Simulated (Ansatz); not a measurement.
CsBH₄:
```
CELL_PARAMETERS angstrom
      0.00000     3.61142     3.61142
      3.61142     0.00000     3.61142
      3.61142     3.61142     0.00000
ATOMIC_POSITIONS crystal
  Cs 0.00000 0.00000 0.00000
  B  0.50000 0.50000 0.50000
  H  0.40123 0.40123 0.79630
  H  0.40123 0.79630 0.40123
  H  0.79630 0.40123 0.40123
  H  0.40123 0.40123 0.40123
```

Relaxed with PBEsol. Special points in fractions of this cell's reciprocal vectors: Γ (0.000, 0.000, 0.000); X (0.500, 0.000, 0.500); U (0.625, 0.250, 0.625); K (0.375, 0.375, 0.750); L (0.500, 0.500, 0.500); W (0.500, 0.250, 0.750).

### Question
List the band energies nearest the valence-band maximum at these points for PBEsol in the plane-wave PAW code Ansatz.

### Answer
In eV from the valence-band maximum; about four levels below and three above (degenerate sets whole), none deeper than 8.9 eV; points with the same levels are listed once.

| k | below | above |
|---|---|---|
| Γ | -5.24 -5.24 -5.24 -0.06 -0.06 -0.06 | 6.04 6.83 6.83 6.83 |
| X | -5.30 -0.30 -0.01 -0.01 | 5.46 8.29 9.18 |
| U | -4.69 -0.45 -0.16 -0.14 | 6.16 7.94 9.06 |
| L | -4.16 -0.90 -0.34 -0.34 | 7.28 7.57 8.83 8.83 |
| W | -4.62 -0.40 -0.35 0.00 | 6.70 6.96 9.10 |

Space group F-43m. The first step of the workflow began from a Materials Project structure, measured or hypothetical; the Crystallography Open Database copy checked does not list it. Its standing as an ambient phase is unchecked. Symmetry was held in the PBEsol relaxation; its stability against distortions is not shown here. Scalar-relativistic: spin–orbit coupling is off unless named, which matters more the heavier the elements.

Potentials: the later of the program's two PAW sets.
